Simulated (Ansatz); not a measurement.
LiGeN:
```
LiGeN
1.0
    2.95101     0.00000     0.00000
   -1.47550     2.55565     0.00000
    0.00000     0.00000     9.17549
Li Ge N
2 2 2
Cartesian
  1.47550   0.85188   6.81413
  0.00000   1.70376   2.22638
  0.00000   0.00000   4.56701
  0.00000   0.00000   9.15475
  0.00000   1.70376   5.54426
  1.47550   0.85188   0.95651
```

Cartesian axes are those of the cell as given.

Task: Give the high-frequency dielectric tensor and the Born effective charge tensors of the independent atoms from DFPT, plane-wave PAW LDA (Ansatz code).

Result: 
ε∞:
```
8.80  0.00  0.00
0.00  8.80  0.00
0.00  0.00  6.00
```
Z* of atom 1 (Li), rows: field, columns: displacement, in e:
```
1.01  0.00  0.00
0.00  1.01  0.00
0.00  0.00  1.60
```
Z* of atom 3 (Ge), rows: field, columns: displacement, in e:
```
2.34  0.00  0.00
0.00  2.34  0.00
0.00  0.00  0.58
```
Z* of atom 5 (N), rows: field, columns: displacement, in e:
```
-3.36   0.00   0.00
 0.00  -3.36   0.00
 0.00   0.00  -2.19
```

Space group P6_3mc. The workflow started from a Materials Project entry (that database holds measured and hypothetical structures alike); the Crystallography Open Database copy checked does not list it. Its standing as an ambient phase is unchecked. The LDA relaxation kept the symmetry of its start; whether a distortion lowers the energy is not shown. Scalar-relativistic: spin–orbit coupling is off unless named, which matters more the heavier the elements.

Potentials: the later of the program's two PAW sets.
